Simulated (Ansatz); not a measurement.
## LaYbS3, a database entry at a rescaled volume

```
CELL_PARAMETERS angstrom
1.97045 6.34351 0.00000
1.97045 -6.34351 0.00000
0.00000 0.00000 -9.55544
ATOMIC_POSITIONS crystal
Yb 0.00000 0.00000 0.00000
Yb 0.00000 0.00000 0.50000
S 0.35850 0.64150 0.93890
S 0.64150 0.35850 0.43890
S 0.64150 0.35850 0.06110
S 0.35850 0.64150 0.56110
S 0.08350 0.91650 0.75000
S 0.91650 0.08350 0.25000
La 0.74651 0.25349 0.75000
La 0.25349 0.74651 0.25000
```

Single point in Ansatz 0.2.0 with PBE, collinear spin. Cutoff 420 eV, PAW datasets, 5×5×2 Γ-centred k mesh, fermi-dirac filling (width 0.1 eV).

Magnetic state (reached from a saved solution, and it need not be the lowest): Yb1 up, Yb2 up.

**Question.** Metal or insulator?

**Answer.** It is a metal, with about 11 states/eV a cell as the mean within 0.25 eV of the Fermi level, mostly Yb f (62 %) and S p (33 %).

**Question.** What is the formation energy?

**Answer.** -1.93 eV an atom against the elements' usual phases (free molecules for gases, crystals otherwise, with no correction for O₂ or N₂), so it is bound against them; other compounds may still compete. Relaxing would lower it.

**Question.** How large are the moments?

**Answer.** Yb1 +0.46, Yb2 +0.46 μB of spin moment in Bader basins; net size 1.14 μB a cell.

**Question.** What do density and ELF say about some of the short contacts?

**Answer.** Yb–S at 2.61 Å: least valence density 0.37 e/Å³ and ELF 0.19 there. S–La at 2.86 Å: least valence density 0.30 e/Å³ and ELF 0.27 there. Both are smooth PAW fields, read partly inside the augmentation spheres.

**Question.** How is the charge shared?

**Answer.** Bader charges in e: La +1.84, Yb +1.70, S -1.18. In the mean La gives up most and S takes most.

Origin: a database entry at a rescaled volume. Caveats: semilocal functionals often miss the gap of such magnets; the k mesh is coarse if the cell is a metal; f shells without a U or exact exchange are poorly placed.
